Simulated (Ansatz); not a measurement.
Relaxed-ion elastic tensor of AgAu3 (Cu3Au type, Pm-3m) in GPa (Voigt order), plane-wave PAW PBEsol (Ansatz code); density 17.18 g/cm³, 16.89 Å³ per atom.

```
 181   149   149   0.0   0.0   0.0
 149   181   149   0.0   0.0   0.0
 149   149   181   0.0   0.0   0.0
 0.0   0.0   0.0  41.2   0.0   0.0
 0.0   0.0   0.0   0.0  41.2   0.0
 0.0   0.0   0.0   0.0   0.0  41.2
```

Q: Is the crystal mechanically stable?

A: Yes: the smallest eigenvalue of C is 32.8 GPa.

Q: Work out the Voigt, Reuss and Hill averages.

A: K_V = 160, K_R = 160, K_H = 160; G_V = 31.3, G_R = 25.7, G_H = 28.5 GPa.

Q: Give Young's modulus, Poisson's ratio, Pugh's ratio and the universal anisotropy index.

A: E = 9KG/(3K + G) = 80.7 GPa; ν = 0.42; K/G = 5.60 (ductile by the Pugh limit of 1.75); A_U = 5G_V/G_R + K_V/K_R − 6 = 1.09.

Q: Estimate the sound speeds and the Debye temperature.

A: v_l = √((K + 4G/3)/ρ) = 3390 m/s, v_t = √(G/ρ) = 1290 m/s, mean 1460 m/s; Θ = (h/k)(3n/4πV)^(1/3) v_m = 170 K.

Q: Give the Zener ratio and Young's modulus along [100], [110] and [111].

A: A = 2C44/(C11 − C12) = 2.51; 1/E = S11 − 2(S11 − S12 − S44/2)Γ with Γ = 0, 1/4, 1/3 gives 47.6, 84.5, 114 GPa.

Q: Solve the Christoffel equation for the three sound speeds along [100], [110], [111].

A: Eigenvalues of C_ijkl n_j n_l equal ρv². In km/s, slowest first: [100] 1.55, 1.55, 3.25; [110] 0.98, 1.55, 3.47; [111] 1.20, 1.20, 3.53.

The workflow started from a Materials Project entry (that database holds measured and hypothetical structures alike); the Crystallography Open Database copy checked does not list it. Its standing as an ambient phase is unchecked. The PBEsol relaxation kept the symmetry of its start; its stability against distortions is not shown here. The run is not spin-polarised. As this level gives no gap, shear constants depend on the k-mesh and smearing (Fermi–Dirac, 0.1 eV here). Scalar-relativistic: spin–orbit coupling is off unless named, which matters more the heavier the elements.

Potentials: the later of the program's two PAW sets.
